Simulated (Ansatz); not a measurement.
Y:
```
Y
1.0
    3.64055     0.00000     0.00000
   -1.82027     3.15281     0.00000
    0.00000     0.00000     5.88011
Y
2
Direct
  0.33333   0.66667   0.25000
  0.66667   0.33333   0.75000
```
The run is spin-polarised; directions of the spins, atom by atom: ↑ ↑.

Relaxed with r²SCAN.

### Question
Map the spin density (μB/Å³) on the plane through (0.333, 0.667, 0.250) spanned by u = [1, 1, 0] and v = [1, -1, 0] in lattice vectors, from DFT-r²SCAN in the program Ansatz with PAW potentials.

### Answer
x is the fraction of u, y of v (the angle between them is 90°; rows are the nearest grid lines); atoms in the plane: Y at (0.00, 0.00), Y at (0.50, 0.50).
```
y \ x    0.000   0.111   0.167  0.278   0.389   0.444   0.556   0.611  0.722   0.833   0.889    1.00
------  ------  ------  ------  -----  ------  ------  ------  ------  -----  ------  ------  ------
1.00     0.013   0.046   0.052  0.028   0.022   0.023   0.023   0.022  0.028   0.052   0.046   0.013
0.938    0.086   0.016   0.013  0.037   0.045   0.047   0.047   0.045  0.037   0.013   0.016   0.086
0.844    0.028   0.023   0.025  0.044   0.060   0.064   0.064   0.060  0.044   0.025   0.023   0.028
0.781   -0.002   0.004   0.012  0.035   0.055   0.061   0.061   0.055  0.035   0.012   0.004  -0.002
0.688   -0.012  -0.008  -0.002  0.016   0.035   0.041   0.041   0.035  0.016  -0.002  -0.008  -0.012
0.625   -0.010  -0.008  -0.004  0.015   0.033   0.025   0.025   0.033  0.015  -0.004  -0.008  -0.010
0.531    0.010   0.011   0.014  0.050   0.096   0.049   0.049   0.096  0.050   0.014   0.011   0.010
0.469    0.036   0.034   0.033  0.027   0.004   0.017   0.017   0.004  0.027   0.033   0.034   0.036
0.375    0.063   0.059   0.053  0.036   0.036   0.055   0.055   0.036  0.036   0.053   0.059   0.063
0.312    0.065   0.059   0.051  0.029   0.012   0.008   0.008   0.012  0.029   0.051   0.059   0.065
0.219    0.050   0.042   0.033  0.011  -0.005  -0.009  -0.009  -0.005  0.011   0.033   0.042   0.050
0.156    0.033   0.030   0.023  0.003  -0.009  -0.011  -0.011  -0.009  0.003   0.023   0.030   0.033
0.0625   0.005   0.091   0.080  0.017   0.002   0.000   0.000   0.002  0.017   0.080   0.091   0.005
0.000    0.013   0.046   0.052  0.028   0.022   0.023   0.023   0.022  0.028   0.052   0.046   0.013
```

The density is the valence pseudo-density with augmentation charge, so density and ELF within about 1 Å of a nucleus are not all-electron values.

Space group P6_3/mmc (hcp (Mg type)). The cell was relaxed with r²SCAN under the symmetry of its start. The final state is ferromagnetic, chosen from 5 collinear starts compared on coarse meshes (ties went to the first, and starts can fall back to one state), not a proven ground state. Other orbital occupations within this spin state were not tried.

Potentials: the earlier of the program's two PAW sets. The files were generated under PBE; for other functionals the program regenerates the frozen cores, and for LDA and PBEsol the local potential too.
